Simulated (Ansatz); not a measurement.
A surface is cut from this relaxed crystal of AlNi:

```
Al Ni
1.0
     2.89309    0.00000    0.00000
     0.00000    2.89309    0.00000
     0.00000    0.00000    2.89309
Al Ni
1 1
Direct
  0.50000 0.50000 0.50000
  0.00000 0.00000 0.00000
```

Miller indices refer to the conventional cell of Pm-3m (No. 221), a = 2.893 Å, b = 2.893 Å, c = 2.893 Å, α = 90.00°, β = 90.00°, γ = 90.00°.

Computed with DFT PBE, scalar-relativistic, plane waves, PAW in Ansatz. Cutoff 420 eV, Gaussian smearing of 0.10 eV, no spin polarisation. A dipole correction acts along the normal.

A relaxed slab with low-index faces, about a nanometre thick, has these properties:

| Quantity | Value |
| --- | --- |
| Surface energy (mean of both faces) | 1.57 J/m² |
| Work function | 4.74 eV |

Task: Which low-index plane was cut, and which atoms end it?

Result: The (110) plane, with AlNi in the top plane and AlNi in the bottom one as cut, before relaxation. The planes from bottom to top: AlNi, AlNi, AlNi, AlNi, AlNi, AlNi.

Cost: 4 runs of about 13 core-minutes in all, on Arm Neoverse V1 (shared hosts).